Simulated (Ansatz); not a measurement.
In PBEsol (plane waves, PAW; program Ansatz), MgO in the tetragonal phase (P4_2/mnm; Mg on 4g, O on 4f) relaxes to a = 5.510 Å, c = 3.276 Å. Against the elements it lies at -2.59 eV/atom, with no fitted shifts.

It is gapped at this level: 3.36 eV (smallest direct gap 3.37 eV). The valence maximum lies on the M–Γ line, 83 % of the way from M and the conduction minimum at Γ. HSE06 on the same cell gives 5.07 eV. Electrons at the band edge weigh 0.34, 0.34, 0.36 mₑ (principal values).

The bulk modulus is 104 GPa. The relaxed-ion elastic constants in GPa are C11 = 122, C12 = 96.1, C13 = 96.0, C33 = 205, C44 = 44.5, C66 = 67.2. The elastic constants imply a Debye temperature near 532 K. Perturbation theory gives ε∞ = 3.01 (xx = yy), 2.96 (zz). Letting the ions move raises it to ε0 = 6.13 (xx = yy), 5.07 (zz). Born charges are Mg +1.80, O -1.80 e. The phonon dispersion is stable (no imaginary branch). Without the LO–TO term the highest mode at Γ lies at 18.07 THz.

The start of the workflow was typed in or built on a structure type; neither database checked (COD, Materials Project) lists it. It is not the phase usual at ambient conditions (space group No. 225). The cell was relaxed with PBEsol under the symmetry of its start. The references are the lowest solids computed at this level, not always the standard phases (solids in place of the gases).

Potentials: the later of the program's two PAW sets.
